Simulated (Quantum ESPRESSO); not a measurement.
pw.x input (Quantum ESPRESSO 7.5; LDA, PseudoDojo standard norm-conserving files, scalar-relativistic):

```
&CONTROL
  calculation = 'scf'
  pseudo_dir = './pseudo'
  outdir = './out'
  tprnfor = .true.
  tstress = .true.
/
&SYSTEM
  ibrav = 0
  nat = 12
  ntyp = 3
  ecutwfc = 84.0
  ecutrho = 336.0
  occupations = 'smearing'
  smearing = 'fd'
  degauss = 0.002
  nbnd = 50
/
&ELECTRONS
  conv_thr = 1.2e-09
/
ATOMIC_SPECIES
Li 6.9400 Li.upf
O 15.9990 O.upf
Pd 106.4200 Pd.upf
CELL_PARAMETERS angstrom
  2.552165000000  -4.416425000000   0.000000000000
  2.552165000000   4.416425000000   0.000000000000
 -1.699870000000   0.000000000000   4.764736000000
ATOMIC_POSITIONS crystal
Li   0.500000000000   0.500000000000   0.500000000000
Li   0.836470000000   0.163530000000   0.500000000000
Li   0.163530000000   0.836470000000   0.500000000000
Li   0.000000000000   0.000000000000   0.000000000000
O   0.267660000000   0.267660000000   0.762360000000
O   0.732340000000   0.732340000000   0.237640000000
O   0.424990000000   0.077990000000   0.235210000000
O   0.575010000000   0.922010000000   0.764790000000
O   0.922010000000   0.575010000000   0.764790000000
O   0.077990000000   0.424990000000   0.235210000000
Pd   0.666700000000   0.333300000000   0.000000000000
Pd   0.333300000000   0.666700000000   0.000000000000
K_POINTS automatic
6 6 6 0 0 0
```

End of the output:

```

[...]
     the Fermi energy is     8.9787 ev
!    total energy              =    -795.13082451 Ry
     estimated scf accuracy    <          1.7E-10 Ry
     smearing contrib. (-TS)   =      -0.00000000 Ry
     internal energy E=F+TS    =    -795.13082451 Ry
     The total energy is F=E-TS. E is the sum of the following terms:
     one-electron contribution =    -389.79455237 Ry
     hartree contribution      =     231.38728855 Ry
     xc contribution           =    -144.09491315 Ry
     ewald contribution        =    -492.62864754 Ry
     convergence has been achieved in  13 iterations
     Forces acting on atoms (cartesian axes, Ry/au):
     atom    1 type  1   force =     0.00000000    0.00000000    0.00000000
     atom    2 type  1   force =     0.00000000    0.00079152    0.00000000
     atom    3 type  1   force =     0.00000000   -0.00079152    0.00000000
     atom    4 type  1   force =     0.00000000    0.00000000    0.00000000
     atom    5 type  2   force =     0.00876420    0.00000000    0.01247956
     atom    6 type  2   force =    -0.00876420    0.00000000   -0.01247956
     atom    7 type  2   force =     0.00434913   -0.00790355   -0.01292231
     atom    8 type  2   force =    -0.00434913    0.00790355    0.01292231
     atom    9 type  2   force =    -0.00434913   -0.00790355    0.01292231
     atom   10 type  2   force =     0.00434913    0.00790355   -0.01292231
     atom   11 type  3   force =    -0.00000000   -0.00049655   -0.00000000
     atom   12 type  3   force =     0.00000000    0.00049655    0.00000000
     Total force =     0.038214     Total SCF correction =     0.000014
     Computing stress (Cartesian axis) and pressure
          total   stress  (Ry/bohr**3)                   (kbar)     P=      -67.95
  -0.00045547   0.00000000  -0.00000308          -67.00        0.00       -0.45
   0.00000000  -0.00046236   0.00000000            0.00      -68.02        0.00
  -0.00000308   0.00000000  -0.00046787           -0.45        0.00      -68.83
```
In a gapped system the printed Fermi energy is only some level inside the gap.

Spin-orbit coupling is not included.

Geometry of the Materials Project entry, not relaxed at this level.
